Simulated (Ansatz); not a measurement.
RuW:
```cif
data_RuW
_chemical_formula_sum 'Ru1 W1'
_space_group_name_H-M_alt 'P-6m2'
_space_group_IT_number 187
_space_group_name_Hall 'P -6 2'
_cell_length_a 2.76717
_cell_length_b 2.76717
_cell_length_c 4.43858
_cell_angle_alpha 90.000
_cell_angle_beta 90.000
_cell_angle_gamma 120.000
loop_
_atom_site_label
_atom_site_type_symbol
_atom_site_symmetry_multiplicity
_atom_site_Wyckoff_symbol
_atom_site_fract_x
_atom_site_fract_y
_atom_site_fract_z
_atom_site_occupancy
Ru1 Ru 1 b 0.00000 0.00000 0.50000 1
W1 W 1 e 0.66667 0.33333 0.00000 1
```

Relaxed with r²SCAN.

**Question.** Tabulate the valence density and the electron localisation function along the shortest Ru–W contact (2.73 Å), r²SCAN (plane waves, PAW; program Ansatz).

**Answer.** 

| distance from Ru (Å) | density (e/Å³) | ELF |
|---|---|---|
| 0.27 | 9.40 | 0.47 |
| 0.41 | 7.94 | 0.64 |
| 0.55 | 5.71 | 0.68 |
| 0.68 | 3.42 | 0.62 |
| 0.82 | 1.75 | 0.48 |
| 0.96 | 0.89 | 0.34 |
| 1.09 | 0.57 | 0.29 |
| 1.23 | 0.43 | 0.33 |
| 1.37 | 0.39 | 0.34 |
| 1.50 | 0.41 | 0.27 |
| 1.64 | 0.50 | 0.21 |
| 1.78 | 0.80 | 0.28 |
| 1.91 | 1.55 | 0.48 |
| 2.05 | 2.84 | 0.67 |
| 2.19 | 4.34 | 0.71 |
| 2.32 | 5.29 | 0.60 |
| 2.46 | 5.08 | 0.29 |

The density is the valence pseudo-density with augmentation charge, so density and ELF within about 1 Å of a nucleus are not all-electron values.

The first step of the workflow began from a Materials Project structure, measured or hypothetical; the Crystallography Open Database copy checked does not list it. With Ru and W taken as one species the cell has the higher symmetry P6_3/mmc, so it may be an ordered model of a mixed-site phase. Its standing as an ambient phase is unchecked. Symmetry was held in the r²SCAN relaxation; whether a distortion lowers the energy is not shown. The run is not spin-polarised. Spin–orbit coupling is left out wherever it is not named.

Potentials: the later of the program's two PAW sets.
